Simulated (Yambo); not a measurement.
## Bethe-Salpeter results for Li$_{4}$WO$_{5}$

```xyz
10
Lattice="-3.2697 3.2697 2.0528 3.2697 -3.2697 2.0528 3.2697 3.2697 -2.0528" Properties=species:S:1:pos:R:3 pbc="T T T"
Li     2.6098     1.2039     0.0046
Li     1.2039     3.9297     0.0046
Li     0.6600     2.0658     2.0574
Li     2.0658    -0.6600     2.0574
O      2.6903     1.4733     2.0138
O      4.7430     0.5795    -0.0390
O      0.5795     1.7965    -0.0390
O     -1.4733     2.6903     2.0138
O      0.0000     0.0000     2.0163
W      0.0000     0.0000     0.1638
```

The geometry is that of Materials Project entry mp-690542, symmetrised and not relaxed again.

BSE in Yambo on LDA (pw.x of Quantum ESPRESSO, ONCV potentials, scalar-relativistic) bands: 6×6×6 mesh, 15 valence and 4 conduction bands, static screening with 60 bands and a 3 Ry block, scissor 2.25 eV, Tamm-Dancoff; field along x.

```tsv
state	energy (eV)	states within 2 meV	relative strength	class	main transitions
1	4.10	2	0.03	weak	several band pairs
2	4.38	1	< 0.01	dark	several band pairs
3	4.45	1	< 0.01	dark	several band pairs
4	4.48	1	< 0.01	dark	several band pairs
5	4.53	1	< 0.01	dark	several band pairs
6	4.77	2	1.00	strong	several band pairs
7	4.81	1	< 0.01	dark	several band pairs
8	4.98	1	< 0.01	dark	several band pairs
```

These are vertical excitations (zero momentum); the indirect quasiparticle gap, about 5.38 eV, is smaller than the direct one (5.54 eV on the GW mesh). The direct quasiparticle gap on this mesh is 5.49 eV; counted from there, state 1 is bound by 1.39 eV. On a 4×4×4 mesh the same difference is 1.43 eV.

Spin singlets only. Strengths are relative to the strongest of the lowest states of this run; strong means a line over 3 % of the spectrum's maximum, dark under 0.03 %. Absolute energies carry the error of the G0W0 scissor, whose convergence isn't established; the long-wavelength screening was taken along (1,1,1) although the crystal is anisotropic.

Spin-orbit coupling is left out, which matters for elements this heavy: edges can move by tenths of an eV.

The structure is a Materials Project entry; no match was found in the copy of COD used, and its stability was not checked.
